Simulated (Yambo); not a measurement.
RPA spectrum of PbBrF (space group P4/nmm, No. 129) on PBEsol bands in Yambo (4×4×2 mesh, 106 bands, 3 Ry local-field block, 0.2 eV broadening; field along x). CGrdSpXd merges neighbouring transition energies to save time; the report line [X-CG] gives the poles kept by one of the 4 MPI tasks, and where the merging fails may depend on that split. Axes are Cartesian, with cell vectors (Å) (4.19, 0.00, 0.00), (0.00, 4.19, 0.00), (0.00, 0.00, 7.66).

```csv
CGrdSpXd asked (%),share reached (%),poles used (one task),static ε,largest change of Im ε (% of its maximum),rough time
100,100,3582,5.50,0.0,1
70,69,2506,5.50,0.1,within a factor of two
30,28,1027,5.50,1.1,about 1/2
15,1,61,5.81,95,about 1/7
5,1,61,5.81,95,about 1/7
```

All runs end normally. In the runs at 15 %, 5 % few poles are left or the spectrum changes by over a quarter of its peak, and no warning says so. Times are rough ratios from shared machines. The k mesh wasn't tested; the rows compare only with each other.

Spin-orbit coupling is not included.

Geometry of the Materials Project entry, not relaxed at this level; primitive cell a = b = 4.1851 Å, c = 7.6623 Å, α = β = γ = 90.00°.
